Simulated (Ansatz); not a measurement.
Theory: Ansatz 0.2.0, DFT PBE, scalar-relativistic, plane waves, PAW, and for the lanthanide a 4f-in-core norm-conserving potential. Settings: cutoff 660 eV, Γ-centred meshes spaced at most about 0.3 Å⁻¹, and about 0.25 Å⁻¹ or finer for metals (2π included), Gaussian smearing. No spin polarisation in the final relaxations.

All energies are static (0 K, no zero-point motion). All come from trial cells, and lower structures may exist.

Question: These unrelaxed guesses for Pr₄O are each relaxed within their symmetry. Order them by the energy at which they end, lowest first.
A.

```
Pr O
1.0
     4.85312    0.00000    0.00000
     0.00000    4.85312    0.00000
     0.00000    0.00000    4.85312
Pr O
4 1
Direct
  0.00000 0.50000 0.50000
  0.50000 0.50000 0.00000
  0.50000 0.00000 0.50000
  0.00000 0.00000 0.00000
  0.50000 0.50000 0.50000
```

B.

```
Pr O
1.0
     4.97736    0.00000    0.00000
     0.00000    4.97736    0.00000
     0.00000    0.00000    5.25586
Pr O
4 1
Direct
  0.74077 0.74077 0.50000
  0.25923 0.25923 0.50000
  0.25923 0.74077 0.50000
  0.74077 0.25923 0.50000
  0.50000 0.50000 0.00000
```

C.

```
Pr O
1.0
    -3.15319    3.15319    3.15319
     3.15319   -3.15319    3.15319
     3.15319    3.15319   -3.15319
Pr O
4 1
Direct
  0.50000 0.50000 0.50000
  0.00000 0.00000 0.50000
  0.00000 0.50000 0.00000
  0.50000 0.00000 0.00000
  0.00000 0.00000 0.00000
```

D.

```
Pr O
1.0
     5.19168    0.00000    0.00000
     0.00000    5.19168    0.00000
     0.00000    0.00000    5.19168
Pr O
4 1
Direct
  0.25000 0.25000 0.25000
  0.75000 0.75000 0.25000
  0.25000 0.75000 0.75000
  0.75000 0.25000 0.75000
  0.00000 0.00000 0.00000
```

Answer: A (ends in Pm-3m, 0 meV/atom), D (ends in P-43m, 69 meV/atom), C (ends in Im-3m, 0.63 eV/atom), B (ends in P4/mmm, 0.68 eV/atom).

With atoms moved at random, Pm-3m came back. Other cells relaxed within their symmetry can be saddle points. Some types were kept out of the candidates beforehand, so the set may lack a known form.

The lanthanide is trivalent by construction, without f bands, f moments or other valences.
